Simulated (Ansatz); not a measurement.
AlN:
```xyz
4
Lattice="3.0886 0.0000 0.0000 -1.5443 2.6748 0.0000 0.0000 0.0000 4.9432" Properties=species:S:1:pos:R:3 pbc="T T T"
Al     1.5443     0.8916     2.4667
Al     0.0000     1.7832     4.9383
N      1.5443     0.8916     4.3549
N      0.0000     1.7832     1.8833
```

Cartesian axes are those of the cell as given.

Give the high-frequency dielectric tensor and the Born effective charge tensors of the independent atoms from DFPT, plane-wave PAW LDA (Ansatz code).


ε∞:
```
4.40  0.00  0.00
0.00  4.40  0.00
0.00  0.00  4.62
```
Z* of atom 1 (Al), rows: field, columns: displacement, in e:
```
2.52  0.00  0.00
0.00  2.52  0.00
0.00  0.00  2.69
```
Z* of atom 3 (N), rows: field, columns: displacement, in e:
```
-2.52   0.00   0.00
 0.00  -2.52   0.00
 0.00   0.00  -2.69
```

Space group P6_3mc (wurtzite). The cell was relaxed with LDA under the symmetry of its start.

Potentials: the earlier of the program's two PAW sets. The files were generated under PBE; for other functionals the program regenerates the frozen cores, and for LDA and PBEsol the local potential too.
